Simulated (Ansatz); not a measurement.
Cu (diamond): energy against volume

Theory: DFT, PBEsol, plane waves (420 eV) with PAW, scalar-relativistic in Ansatz 0.2.0. The PAW files were generated under PBE, with cores re-solved for the functional.

The cell is scaled uniformly from the relaxed one, with fractional coordinates and shape fixed. Energies are extrapolated to zero smearing, pressures are those at the given smearing. Magnetic state: spin not included.

A Birch-Murnaghan fit gives V₀ = 17.90 Å³/atom, B₀ = 68 GPa, B₀′ = 5.0.

**Question.** What are the energy above the minimum and the pressure at 15.746 Å³/atom?

**Answer.** 70.5 meV/atom and 11.94 GPa as computed.

**Question.** What are the energy above the minimum and the pressure at 17.178 Å³/atom?

**Answer.** 6.6 meV/atom and 3.10 GPa as computed.

**Question.** What are the energy above the minimum and the pressure at 18.609 Å³/atom?

**Answer.** 5.6 meV/atom and -2.39 GPa as computed.
